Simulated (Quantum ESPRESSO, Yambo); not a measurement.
AlN (wurtzite, space group P6_3mc, No. 186): one geometry, one set of PBE (Quantum ESPRESSO, PseudoDojo norm-conserving, 84 Ry, scalar-relativistic) orbitals, self-energies from Yambo (6×6×4 Γ-centred k mesh, 77 bands and a 8 Ry block in the screening, 77 bands in G with the Bruneval-Gonze terminator, plasmon pole fitted at 27.2 eV).

```tsv
level	gap Γ → Γ (eV)
PBE (Quantum ESPRESSO)	4.06
exchange only (Hartree-Fock self-energy on PBE orbitals)	(withheld)
static COHSEX@PBE	6.50
G0W0@PBE, plasmon pole	(withheld)
```

Task: What belongs in the gaps?

Result: 
- exchange only (Hartree-Fock self-energy on PBE orbitals), gap Γ → Γ (eV): 12.31
- G0W0@PBE, plasmon pole, gap Γ → Γ (eV): 5.38

Bare exchange has no screening and gives the widest gap; static COHSEX screens it but leaves out the frequency dependence, which G0W0 restores.

Convergence of the G0W0 settings was not tested.

Geometry of the Materials Project entry, not relaxed at this level; primitive cell a = b = 3.1286 Å, c = 5.0170 Å, α = β = 90.00°, γ = 120.00°.
